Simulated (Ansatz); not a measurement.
**Question.** Each is relaxed and computed with DFT-r²SCAN in the program Ansatz with PAW potentials. Which is the only metal?
A) Ce2CuSi3, P-6m2 (Pearson symbol hP6)
B) SiO2, P3_121 (Si on 3b, O on 6c)
C) CuSnF6, P-1 (Pearson symbol aP8)
D) BaCuSF, P4/nmm (Ba on 2c, Cu on 2b, S on 2c, F on 2a)

**Answer.** A, Ce2CuSi3, P-6m2 (Pearson symbol hP6). Ce2CuSi3: metal; SiO2: gap 6.60 eV (indirect); BaCuSF: gap 1.86 eV (direct); CuSnF6: gap 1.00 eV (indirect). The 4f shell is in the valence, and the state reached may lie above the lowest one. Spin orders computed, not proven ground states: CuSnF6, P-1 (Pearson symbol aP8) ferromagnetic. Standing as an ambient phase not checked: Ce2CuSi3, P-6m2 (Pearson symbol hP6); BaCuSF, P4/nmm (Ba on 2c, Cu on 2b, S on 2c, F on 2a); CuSnF6, P-1 (Pearson symbol aP8). Perhaps ordered models of mixed-site phases: Ce2CuSi3, P-6m2 (Pearson symbol hP6). All cells were relaxed under the symmetry of their starts (and spin orders); stability against distortions was not tested throughout. Rows with no word on spin ran without spin polarisation. No Hubbard U is applied. Scalar-relativistic: spin–orbit coupling is off unless named, which matters more the heavier the elements.

Potentials: the later of the program's two PAW sets.
